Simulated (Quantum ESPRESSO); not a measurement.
## MoW2Ta3PtSn (one run as intended and one with a planted mistake)

Simulated, not a measurement. The program is pw.x of Quantum ESPRESSO 7.5 (plane-wave density functional theory). The cell is made up: eight metal atoms on a face-centred cubic lattice, with elements, volume, strain and displacements drawn at random and not relaxed, so it may be unstable or far from any real phase. PseudoDojo standard norm-conserving files set the functional (PBE unless stated); there is no spin polarisation or spin-orbit coupling, the Fermi-Dirac width of 0.25 eV means electrons at about 2900 K, and the masses in the input are unused placeholders. The tin pseudopotential is less sure than most, with forces differing by about three percent from a second method on plain tin. Heavy elements are run without spin-orbit coupling, which real alloys of them have. A spin test at this wide smearing found no moment, but such smearing suppresses magnetism that the real alloy may have.

Intended input:

```
&control calculation='scf', pseudo_dir='./dojo.nc.sr.pbe.v0_5.standard.upf', outdir='./o', disk_io='minimal', tprnfor=.true., tstress=.true. /
&system ibrav=0, nat=8, ntyp=5, nbnd=74, ecutwfc=84.00895049, nosym=.true., tot_charge=0,
 occupations='smearing', smearing='fd', degauss=0.0183746611
/
&electrons conv_thr=1.470e-08, electron_maxstep=70, mixing_beta=0.5 /
ATOMIC_SPECIES
Mo 1.0 Mo.upf
Pt 1.0 Pt.upf
Sn 1.0 Sn.upf
Ta 1.0 Ta.upf
W 1.0 W.upf
CELL_PARAMETERS angstrom
-4.0536 0.0 0.0
-2.0268 -4.0536 -2.0268
-2.0268 -4.0536 6.0805
ATOMIC_POSITIONS angstrom
Mo 0.0308 -0.011 -0.0227
W -2.0198 -4.0209 2.0421
Ta -2.1156 -2.0467 -0.078
Ta -4.072 -6.0982 2.0256
Pt -4.0482 -4.1624 4.1048
Sn -4.0997 -4.0087 0.0466
W -4.0724 -2.036 2.047
Ta -6.0412 -6.1757 4.0018
K_POINTS automatic
6 5 3 1 1 1
```

The log is shortened where brackets say so; the opening notice, blank lines, dates and the lines on written files are dropped, and the path of the files is cut. It prints rydbergs, bohrs and kilobars, and counts compression as positive stress. Its total energy is the free energy E - TS of the whole cell.

Log of the intended run:

```
     Program PWSCF v.7.5
     Parallel version (MPI & OpenMP), running on       4 processor cores
     Number of MPI processes:                 4
     Threads/MPI process:                     1
     [start-up lines left out]
     bravais-lattice index     =            0
     lattice parameter (alat)  =       7.6602  a.u.
     unit-cell volume          =     898.9895 (a.u.)^3
     number of atoms/cell      =            8
     number of atomic types    =            5
     number of electrons       =       113.00
     number of Kohn-Sham states=           74
     kinetic-energy cutoff     =      84.0090  Ry
     charge density cutoff     =     336.0358  Ry
     scf convergence threshold =      1.5E-08
     mixing beta               =       0.5000
     number of iterations used =            8  plain     mixing
     Exchange-correlation= PBE
                           (   1   4   3   4   0   0   0)
     [axes and pseudopotential details left out]
   Cartesian axes
     site n.     atom                  positions (alat units)
         1        Mo     tau(   1) = (   0.0075982  -0.0027136  -0.0056000  )
         2        W      tau(   2) = (  -0.4982731  -0.9919331   0.5037744  )
         3        Ta     tau(   3) = (  -0.5219065  -0.5049092  -0.0192422  )
         4        Ta     tau(   4) = (  -1.0045392  -1.5043912   0.4997040  )
         5        Pt     tau(   5) = (  -0.9986679  -1.0268403   1.0126307  )
         6        Sn     tau(   6) = (  -1.0113726  -0.9889234   0.0114960  )
         7        W      tau(   7) = (  -1.0046379  -0.5022696   0.5049832  )
         8        Ta     tau(   8) = (  -1.4903296  -1.5235100   0.9872212  )
     number of k points=    45  Fermi-Dirac smearing, width (Ry)=  0.0184
                       cart. coord. in units 2pi/alat
        k(    1) = (  -0.0833333  -0.0749998   0.0333329), wk =   0.0444444
        k(    2) = (  -0.0833333   0.0916648  -0.2999963), wk =   0.0444444
     [further k points left out]
     Dense  grid:    93581 G-vectors     FFT dimensions: (  45,  60,  90)
     Estimated max dynamical RAM per process >     350.98 MB
     Estimated total dynamical RAM >       1.30 GB
     Initial potential from superposition of free atoms
     starting charge     112.9931, renormalised to     113.0000
     Starting wfcs are   79 randomized atomic wfcs
     total cpu time spent up to now is        5.8 secs
     per-process dynamical memory:   272.2 Mb
     Self-consistent Calculation
     iteration #  1     ecut=    84.01 Ry     beta= 0.50
     Davidson diagonalization with overlap
     ethr =  1.00E-02,  avg # of iterations =  2.6
     total cpu time spent up to now is       19.2 secs
     total energy              =   -1252.54240849 Ry
     estimated scf accuracy    <       1.60391718 Ry
     iteration #  2     ecut=    84.01 Ry     beta= 0.50
     Davidson diagonalization with overlap
     ethr =  1.42E-03,  avg # of iterations =  3.3
     total cpu time spent up to now is       33.5 secs
     total energy              =   -1252.15187844 Ry
     estimated scf accuracy    <      11.41149641 Ry
     [iterations 3 to 16 left out]
     iteration # 17     ecut=    84.01 Ry     beta= 0.50
     Davidson diagonalization with overlap
     ethr =  9.19E-11,  avg # of iterations =  2.7
     total cpu time spent up to now is      217.6 secs
     total energy              =   -1253.37906922 Ry
     estimated scf accuracy    <       0.00000006 Ry
     iteration # 18     ecut=    84.01 Ry     beta= 0.50
     Davidson diagonalization with overlap
     ethr =  5.20E-11,  avg # of iterations =  1.9
     total cpu time spent up to now is      228.4 secs
     End of self-consistent calculation
     [lines on levels left out]
!    total energy              =   -1253.37906923 Ry
     estimated scf accuracy    <          1.2E-09 Ry
     smearing contrib. (-TS)   =      -0.09978300 Ry
     internal energy E=F+TS    =   -1253.27928623 Ry
     The total energy is F=E-TS. E is the sum of the following terms:
     one-electron contribution =    -193.48637222 Ry
     hartree contribution      =     166.86390590 Ry
     xc contribution           =    -267.84070332 Ry
     ewald contribution        =    -958.81611658 Ry
     convergence has been achieved in  18 iterations
     Forces acting on atoms (cartesian axes, Ry/au):
     atom    1 type  1   force =    -0.02964219   -0.03205416    0.01708305
     atom    2 type  5   force =    -0.01502857   -0.00145568    0.00765091
     atom    3 type  4   force =     0.04707469    0.04198388    0.02942254
     atom    4 type  4   force =     0.01617235   -0.02408578   -0.00389743
     atom    5 type  2   force =     0.00767669    0.02940086   -0.03763229
     atom    6 type  3   force =     0.01067037   -0.04409919   -0.01927912
     atom    7 type  5   force =    -0.00692243   -0.00515265    0.03270423
     atom    8 type  4   force =    -0.03000092    0.03546274   -0.02605191
     Total force =     0.130138     Total SCF correction =     0.000075
     Computing stress (Cartesian axis) and pressure
          total   stress  (Ry/bohr**3)                   (kbar)     P=      107.33
   0.00072996   0.00005668  -0.00001804          107.38        8.34       -2.65
   0.00005668   0.00063220  -0.00006521            8.34       93.00       -9.59
  -0.00001804  -0.00006521   0.00082660           -2.65       -9.59      121.60
     init_run     :      5.45s CPU      5.68s WALL (       1 calls)
     electrons    :    217.92s CPU    222.62s WALL (       1 calls)
     forces       :      2.21s CPU      2.24s WALL (       1 calls)
     stress       :      7.48s CPU      7.67s WALL (       1 calls)
     [timing details left out]
     PWSCF        :   3m53.16s CPU   3m58.38s WALL
     JOB DONE.
```

A second run has one planted mistake: the files are those of another functional. The input lines that differ:

```
- &control calculation='scf', pseudo_dir='./dojo.nc.sr.pbe.v0_5.standard.upf', outdir='./o', disk_io='minimal', tprnfor=.true., tstress=.true. /
+ &control calculation='scf', pseudo_dir='./dojo.nc.sr.pbesol.v0_4_1.standard.upf', outdir='./o', disk_io='minimal', tprnfor=.true., tstress=.true. /
```

Its log:

```
     Program PWSCF v.7.5
     Parallel version (MPI & OpenMP), running on       4 processor cores
     Number of MPI processes:                 4
     Threads/MPI process:                     1
     [start-up lines left out]
     bravais-lattice index     =            0
     lattice parameter (alat)  =       7.6602  a.u.
     unit-cell volume          =     898.9895 (a.u.)^3
     number of atoms/cell      =            8
     number of atomic types    =            5
     number of electrons       =       113.00
     number of Kohn-Sham states=           74
     kinetic-energy cutoff     =      84.0090  Ry
     charge density cutoff     =     336.0358  Ry
     scf convergence threshold =      1.5E-08
     mixing beta               =       0.5000
     number of iterations used =            8  plain     mixing
     Exchange-correlation= PBESOL
                           (   1   4  10   8   0   0   0)
     [axes and pseudopotential details left out]
   Cartesian axes
     site n.     atom                  positions (alat units)
         1        Mo     tau(   1) = (   0.0075982  -0.0027136  -0.0056000  )
         2        W      tau(   2) = (  -0.4982731  -0.9919331   0.5037744  )
         3        Ta     tau(   3) = (  -0.5219065  -0.5049092  -0.0192422  )
         4        Ta     tau(   4) = (  -1.0045392  -1.5043912   0.4997040  )
         5        Pt     tau(   5) = (  -0.9986679  -1.0268403   1.0126307  )
         6        Sn     tau(   6) = (  -1.0113726  -0.9889234   0.0114960  )
         7        W      tau(   7) = (  -1.0046379  -0.5022696   0.5049832  )
         8        Ta     tau(   8) = (  -1.4903296  -1.5235100   0.9872212  )
     number of k points=    45  Fermi-Dirac smearing, width (Ry)=  0.0184
                       cart. coord. in units 2pi/alat
        k(    1) = (  -0.0833333  -0.0749998   0.0333329), wk =   0.0444444
        k(    2) = (  -0.0833333   0.0916648  -0.2999963), wk =   0.0444444
     [further k points left out]
     Dense  grid:    93581 G-vectors     FFT dimensions: (  45,  60,  90)
     Estimated max dynamical RAM per process >     350.98 MB
     Estimated total dynamical RAM >       1.30 GB
     Initial potential from superposition of free atoms
     starting charge     112.9937, renormalised to     113.0000
     Starting wfcs are   79 randomized atomic wfcs
     total cpu time spent up to now is        5.7 secs
     per-process dynamical memory:   272.2 Mb
     Self-consistent Calculation
     iteration #  1     ecut=    84.01 Ry     beta= 0.50
     Davidson diagonalization with overlap
     ethr =  1.00E-02,  avg # of iterations =  2.6
     total cpu time spent up to now is       19.7 secs
     total energy              =   -1251.88012454 Ry
     estimated scf accuracy    <       1.67352329 Ry
     iteration #  2     ecut=    84.01 Ry     beta= 0.50
     Davidson diagonalization with overlap
     ethr =  1.48E-03,  avg # of iterations =  3.2
     total cpu time spent up to now is       33.7 secs
     total energy              =   -1251.49701213 Ry
     estimated scf accuracy    <      11.59794688 Ry
     [iterations 3 to 16 left out]
     iteration # 17     ecut=    84.01 Ry     beta= 0.50
     Davidson diagonalization with overlap
     ethr =  8.48E-11,  avg # of iterations =  2.5
     total cpu time spent up to now is      222.1 secs
     total energy              =   -1252.75224411 Ry
     estimated scf accuracy    <       0.00000005 Ry
     iteration # 18     ecut=    84.01 Ry     beta= 0.50
     Davidson diagonalization with overlap
     ethr =  4.54E-11,  avg # of iterations =  1.8
     total cpu time spent up to now is      233.9 secs
     End of self-consistent calculation
     [lines on levels left out]
!    total energy              =   -1252.75224412 Ry
     estimated scf accuracy    <          9.9E-10 Ry
     smearing contrib. (-TS)   =      -0.10013545 Ry
     internal energy E=F+TS    =   -1252.65210867 Ry
     The total energy is F=E-TS. E is the sum of the following terms:
     one-electron contribution =    -194.58481089 Ry
     hartree contribution      =     166.62967205 Ry
     xc contribution           =    -265.88085325 Ry
     ewald contribution        =    -958.81611658 Ry
     convergence has been achieved in  18 iterations
     Forces acting on atoms (cartesian axes, Ry/au):
     atom    1 type  1   force =    -0.02842875   -0.03077181    0.01521536
     atom    2 type  5   force =    -0.01432180   -0.00054088    0.00861769
     atom    3 type  4   force =     0.04464480    0.04214077    0.02617441
     atom    4 type  4   force =     0.01539644   -0.02453506   -0.00296179
     atom    5 type  2   force =     0.00715086    0.02794151   -0.03558299
     atom    6 type  3   force =     0.01018681   -0.04240050   -0.01803161
     atom    7 type  5   force =    -0.00648295   -0.00688395    0.03339568
     atom    8 type  4   force =    -0.02814541    0.03504993   -0.02682676
     Total force =     0.125849     Total SCF correction =     0.000067
     Computing stress (Cartesian axis) and pressure
          total   stress  (Ry/bohr**3)                   (kbar)     P=       30.23
   0.00020471   0.00005554  -0.00001727           30.11        8.17       -2.54
   0.00005554   0.00011389  -0.00006522            8.17       16.75       -9.59
  -0.00001727  -0.00006522   0.00029781           -2.54       -9.59       43.81
     init_run     :      5.19s CPU      5.42s WALL (       1 calls)
     electrons    :    223.42s CPU    228.13s WALL (       1 calls)
     forces       :      2.36s CPU      2.38s WALL (       1 calls)
     stress       :      7.83s CPU      8.03s WALL (       1 calls)
     [timing details left out]
     PWSCF        :   3m59.13s CPU   4m 4.39s WALL
     JOB DONE.
```

```
                                            intended run  run with the mistake
                          free energy (eV)    -17053.091            -17044.563
         entropy term -TS, part of it (eV)        -1.358                -1.362
                            pressure (GPa)         10.73                  3.02
size of the largest force component (eV/Å)         1.210                 1.148
largest change of a force component (eV/Å)                               0.084
                                iterations            18                    18
```

For scale, a rerun of the intended cell at a higher cutoff and on a denser mesh moved values by no more than 0.003 eV in energy, 0.07 GPa in stress and 0.015 eV/Å in force, and a second program with other atomic files agreed on that cell to 2 % rms in force and 0.5 GPa in pressure. Files of another functional or element have another zero of energy, so the energy change says nothing on stability.